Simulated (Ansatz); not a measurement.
Wurtzite SnTe, relaxed with r2SCAN, was run in the plane-wave code Ansatz under altered settings. All numbers are computed, without spin polarisation but where a row says otherwise.

```
Sn Te
1.0
     5.39676    0.00000    0.00000
    -2.69838    4.67373    0.00000
     0.00000    0.00000    6.48780
Sn Te
2 2
Direct
  0.33333 0.66667 0.95402
  0.66667 0.33333 0.45402
  0.33333 0.66667 0.42098
  0.66667 0.33333 0.92098
```

The base run's other keys:
```yaml
kpoints:
  mp_grid: { grid: [6, 6, 4] }
hamiltonian:
  xc: r2scan
scf:
  occupations: { method: fixed }
  n_extra_bands: 5
```

It takes 8 iterations with 4139 plane waves at 500 eV and 21 k points, and leaves a mean stress of 0.00 GPa. The gap over this mesh is 0.647 eV. It ran on 4 threads of Arm Neoverse N1, with other jobs on the host.

Outcomes, with energy and stress as changes against the base:
```
                                               setting            outcome  ΔF (meV/atom)  Δ mean stress (GPa)  gap on the mesh (eV)  iterations  wall time
                                    basis.ecutwfc: 600          converged           -0.2                 0.00                 0.647           8       16 s
                                 scf.mixing.beta: 0.05          converged            0.0                 0.00                 0.647          10       13 s
                       kpoints.mp_grid.grid: [2, 2, 2]          converged            -97                -1.15                 1.333           8      3.1 s
                       kpoints.mp_grid.grid: [8, 8, 1]          converged           -608                -1.94                 0.953           8      6.5 s
                                   scf.mixing.ndim: 30          converged            0.0                 0.00                 0.647           7       11 s
               scf.occupations: methfessel_paxton 0.05          converged            0.0                 0.00                 0.647           8       11 s
                       scf.occupations: gaussian 0.001          converged            0.0                 0.00                 0.647           8       12 s
hamiltonian.pseudopotentials: nc (cutoff then 1230 eV)            cut off              –                    –                     –           9       61 s
              scf.occupations: methfessel_paxton 0.001          converged            0.0                 0.00                 0.647           8       12 s
                 scf.convergence.dr2_threshold: 0.0001  converged, warned            0.0                  0.0                 0.647           6       11 s
                                      basis.xc_grid: 3          converged           +0.1                 0.00                 0.647           8       11 s
                    kpoints.mp_grid.shift: [0, 0, 0.5]          converged           +0.2                +0.07                 0.898           8      8.7 s
                kpoints.mp_grid.shift: [0.5, 0.5, 0.5]  converged, warned           +0.3                +0.07                 0.880           8       14 s
                                       scf.max_iter: 3      not converged              –                    –                     –           3      9.9 s
```
A dash marks a value that wasn't obtained or can't be compared. «Cut off» means the job's short time limit, which needn't be the setting's fault. Stress is positive in compression. Its mean hides that meshes of lower symmetry stress the axes unequally. The base took 11 s.

- kpoints.mp_grid.grid: [2, 2, 2]. The free energy moves by -97 meV an atom, the mean stress by -1.15 GPa (single components by up to 4.0) and the gap on the mesh by +0.686 eV (to 1.333). The gap changes mostly because other points are sampled; a mesh that misses a band edge overestimates it. The mesh is too coarse.
- kpoints.mp_grid.grid: [8, 8, 1]. The free energy moves by -608 meV an atom, the mean stress by -1.94 GPa (single components by up to 9.9) and the gap on the mesh by +0.305 eV (to 0.953). The gap changes mostly because other points are sampled; a mesh that misses a band edge overestimates it. The mesh is too coarse.
- hamiltonian.pseudopotentials: nc. It was cut off at its time limit, after 9 iterations (the base needs 8).
- scf.convergence.dr2_threshold: 0.0001. It converges in 6 iterations against the base's 8. Even so loose a threshold leaves the results unchanged here, which can't be counted on. Warned: force scf threshold loose, stress scf threshold loose.
- kpoints.mp_grid.shift: [0, 0, 0.5]. The free energy moves by +0.2 meV an atom, the mean stress by +0.07 GPa and the gap on the mesh by +0.251 eV (to 0.898). The gap changes mostly because other points are sampled; a mesh that misses a band edge overestimates it.
- kpoints.mp_grid.shift: [0.5, 0.5, 0.5]. The free energy moves by +0.3 meV an atom, the mean stress by +0.07 GPa and the gap on the mesh by +0.232 eV (to 0.880). The mesh breaks the crystal's symmetry, so the stress, and any force that symmetry no longer fixes, lose it too. The gap changes mostly because other points are sampled; a mesh that misses a band edge overestimates it. Warned: symmetry narrowed by mesh.
- scf.max_iter: 3. The calculation stopped without meeting its thresholds. It stopped after 3 iterations; the base needs 8. Nothing that it printed is a property of the solid. Error: did not converge after 3 iterations: dr2 = 1.96e-4 (threshold 1.00e-7), under the density mixer `msr1`, which `scf.mixing.algorithm: auto` chose by the deck's other keys (type `scf.mixing.algorithm: msr1` to keep it) […]

Within 1 meV an atom, 0.1 GPa and 0.005 eV of the base stay: basis.ecutwfc: 600; scf.mixing.beta: 0.05; scf.mixing.ndim: 30; scf.occupations: methfessel_paxton 0.05; scf.occupations: gaussian 0.001; scf.occupations: methfessel_paxton 0.001; scf.convergence.dr2_threshold: 0.0001; basis.xc_grid: 3.

No spin-orbit coupling is included; it can move band edges with weight on the heavy atoms by tenths of an eV.
